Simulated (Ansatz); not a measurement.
Relaxation of a relaxed TiAl cell with every coordinate shifted by Gaussian noise of σ = 0.1 Å; 2 atoms in the cell, which starts as Pm (No. 6), mP2; a = b = 2.813 Å, c = 4.058 Å, α = β = γ = 90.00°. The numbers are results of r2SCAN (plane waves to 500 eV, PAW, scalar-relativistic; Ansatz, a quantum-chemistry and plane-wave program), not measurements. Γ-centred k-mesh 12×12×8 on the run's cell (coarser than for final values), Fermi–Dirac smearing 0.05 eV. This is the first round of the run. 

The optimiser's lines from the output (shortened; P is positive under compression):

```
relax step   1: F+E_penalty+E_count = -3045.44631293 eV  Δ(F+E_penalty+E_count) = +0.000e0 eV  max|allowed force component| = 1.485e0 eV/Å  Δτ_max = 0.0000 Å  P = +3.212 GPa  Ω = 32.117 Å³  (8 SCF iters, dr2 threshold 1.00e-7 eV, accepted)
relax step   2: F+E_penalty+E_count = -3045.60627832 eV  Δ(F+E_penalty+E_count) = -1.600e-1 eV  max|allowed force component| = 4.822e-1 eV/Å  Δτ_max = 0.1840 Å  P = +6.910 GPa  Ω = 30.617 Å³  (8 SCF iters, dr2 threshold 2.00e-7 eV, accepted)
relax step   3: F+E_penalty+E_count = -3045.69824624 eV  Δ(F+E_penalty+E_count) = -9.197e-2 eV  max|allowed force component| = 6.654e-3 eV/Å  Δτ_max = 0.0408 Å  P = -0.564 GPa  Ω = 32.261 Å³  (7 SCF iters, dr2 threshold 2.00e-7 eV, accepted)
relax step   4: F+E_penalty+E_count = -3045.69905873 eV  Δ(F+E_penalty+E_count) = -8.125e-4 eV  max|allowed force component| = 1.592e-4 eV/Å  Δτ_max = 0.0008 Å  P = -0.040 GPa  Ω = 32.122 Å³  (6 SCF iters, dr2 threshold 2.00e-7 eV, accepted)
relax step   5: F+E_penalty+E_count = -3045.69907418 eV  Δ(F+E_penalty+E_count) = -1.545e-5 eV  max|allowed force component| = 4.015e-4 eV/Å  Δτ_max = 0.0001 Å  P = -0.009 GPa  Ω = 32.113 Å³  (5 SCF iters, dr2 threshold 2.51e-8 eV, accepted)
relax step   6: F+E_penalty+E_count = -3045.69907539 eV  Δ(F+E_penalty+E_count) = -1.202e-6 eV  max|allowed force component| = 1.937e-5 eV/Å  Δτ_max = 0.0000 Å  P = -0.000 GPa  Ω = 32.111 Å³  (4 SCF iters, dr2 threshold 1.00e-9 eV, accepted)
relax step   7: F+E_penalty+E_count = -3045.69907358 eV  Δ(F+E_penalty+E_count) = +1.811e-6 eV  max|allowed force component| = 5.348e-6 eV/Å  Δτ_max = 0.0000 Å  P = -0.002 GPa  Ω = 32.111 Å³  stress off target by 2.92e-3 GPa  SCF on the basis re-selected at this cell (its energy is not comparable with the rows above)  (5 SCF iters)
```

From the first to the last row the energy changes by -0.13 eV/atom and the volume by 0.0 %. The last row is marked as not comparable with the walk above it, whose basis was carried along; it does compare with step 1, since both stand on a basis selected at the nominal cutoff for their own cell.

Later rounds, restarted from the end of this one on a renewed k-mesh, logged 4 more steps and released under 0.01 eV/atom more. The final structure after all rounds: P4/mmm (No. 123), tP2, AFLOW prototype AB_tP2_123_a_d (L1_0, as in CuAu); a = b = 2.813 Å, c = 4.059 Å, α = β = γ = 90.00°. Between re-selections the logged energies stand on a plane-wave basis carried along with the cell. No spin polarisation in the result.
